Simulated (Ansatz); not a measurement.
GeW:
```
GeW
1.0
    0.00000     2.56090     2.56090
    2.56090     0.00000     2.56090
    2.56090     2.56090     0.00000
Ge W
1 1
Direct
  0.00000   0.00000   0.00000
  0.50000   0.50000   0.50000
```

Relaxed with r²SCAN. Special points in fractions of this cell's reciprocal vectors: Γ (0.000, 0.000, 0.000); X (0.500, 0.000, 0.500); U (0.625, 0.250, 0.625); K (0.375, 0.375, 0.750); L (0.500, 0.500, 0.500); W (0.500, 0.250, 0.750).

Q: List the band energies nearest the Fermi level at these points for plane-wave PAW r²SCAN (Ansatz code).

A: In eV from the Fermi level; about four levels below and three above (degenerate sets whole), none deeper than 8.9 eV; points with the same levels are listed once.

| k | below | above |
|---|---|---|
| Γ | -1.80 -1.80 -1.80 -1.11 -1.11 | 2.40 2.40 2.40 |
| X | -3.62 -0.66 -0.66 -0.05 | 1.25 1.25 1.70 |
| U | -5.10 -4.60 -2.97 -0.95 | 0.76 1.88 2.41 |
| L | -7.56 -4.18 -4.18 | 0.50 0.50 1.37 |
| W | -4.46 -4.46 -4.42 | 0.92 0.99 0.99 |

Space group Fm-3m (rock salt). A made-up cell: these elements were put on the sites of a structure type; neither database checked (COD, Materials Project) lists it. Its standing as an ambient phase is unchecked. The cell was relaxed with r²SCAN under the symmetry of its start. At this level the phase is mechanically unstable. The run is not spin-polarised. Spin–orbit coupling is left out wherever it is not named.

Potentials: the later of the program's two PAW sets.
